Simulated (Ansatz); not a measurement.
MgO:
```
CELL_PARAMETERS angstrom
      0.00000     2.10211     2.10211
      2.10211     0.00000     2.10211
      2.10211     2.10211     0.00000
ATOMIC_POSITIONS crystal
  O  0.00000 0.00000 0.00000
  Mg 0.50000 0.50000 0.50000
```

Relaxed with r²SCAN.

**Question.** Decompose the optical modes at the zone centre into irreducible representations, and say which are infrared and Raman allowed.

**Answer.** Point group m-3m: Γ_opt = T1u. Infrared: T1u. Raman: none.

**Question.** Assign frequencies (DFPT, r²SCAN (plane waves, PAW; program Ansatz); without the LO–TO term).

**Answer.** T1u 399 cm⁻¹.

Space group Fm-3m (rock salt). The r²SCAN relaxation kept the symmetry of its start; phonons on a q-mesh show no instability.

Potentials: the later of the program's two PAW sets.
